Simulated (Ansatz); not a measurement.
BaS:
Space group Fm-3m (No. 225); a = b = c = 6.332 Å, α = β = γ = 90.00°

```
atom  site  symmetry       x       y       z
----  ----  --------  ------  ------  ------
Ba      4a      m-3m  0.0000  0.0000  0.0000
S       4b      m-3m  0.5000  0.5000  0.5000
```
(The calculation used a cell of 2 atoms; values per cell refer to that cell.)

Relaxed with PBEsol.

### Question
Give the optical modes at the zone centre with their infrared activity from DFPT, PBEsol (plane waves, PAW; program Ansatz).

### Answer
Transverse frequencies, without the LO–TO term; a row sums one degenerate level.

```csv
ω (cm⁻¹),degeneracy,IR ((D/Å)²/amu),activity,symmetry
145,3,18.24,IR,T1u
```

### Question
How high does the top mode go among those that the LO–TO term moves?

### Answer
249 cm⁻¹ for q along x.

The cell was relaxed with PBEsol under the symmetry of its start; phonons on a q-mesh show no instability. Scalar-relativistic: spin–orbit coupling is off unless named, which matters more the heavier the elements.

Potentials: the later of the program's two PAW sets.
